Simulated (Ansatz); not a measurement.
Single point in Ansatz 0.2.0 with r2SCAN, no spin polarisation. Cutoff 500 eV, PAW datasets, 7×7×3 Γ-centred k mesh, tetrahedron filling.

Computed maps in the lattice plane spanned by a (left to right, 3.85 Å, 12 points from zero) and b (bottom to top, 3.85 Å, 12 points from zero), 90° apart, at height 0.000 along c. The fields are smooth PAW ones with compensation charges, not the true ones near nuclei.

Valence density. Digits on a logarithmic scale: 0 up to 0.03 e/Å³, each further digit a factor of 1.6, 9 from 1.3 e/Å³ up:
```
999754445799
997665556679
776667776667
556679997665
445799999754
445799999754
445799999754
556679997665
776667776667
997665556679
999754445799
999754445799
```

ELF. Ten even steps from '0' (0.00) to '9' (0.51):
```
004675457640
346897779864
668986668986
779864346897
457640004675
247630003674
457640004675
779864346897
668986668986
346897779864
004675457640
003674247630
```

The cell is ZrSbS. Which atoms lie within 0.2 Å of this plane, and where (fractions of a and b)?

Sb at (0.00, 0.00), Sb at (0.50, 0.50). The whole cell:
```
Sb Zr S
1.0
     3.85248    0.00000    0.00000
     0.00000    3.85248    0.00000
     0.00000    0.00000    8.53734
Sb Zr S
2 2 2
Direct
  0.00000 0.00000 0.00000
  0.50000 0.50000 0.00000
  0.00000 0.50000 0.27700
  0.50000 0.00000 0.72300
  0.00000 0.50000 0.62200
  0.50000 0.00000 0.37800
```

Origin: a known structure type with other elements, at an estimated volume, so it need not be a known compound. Caveats: empty levels are not fully converged; many states at the Fermi level without spin polarisation, so a magnetic state may lie lower.
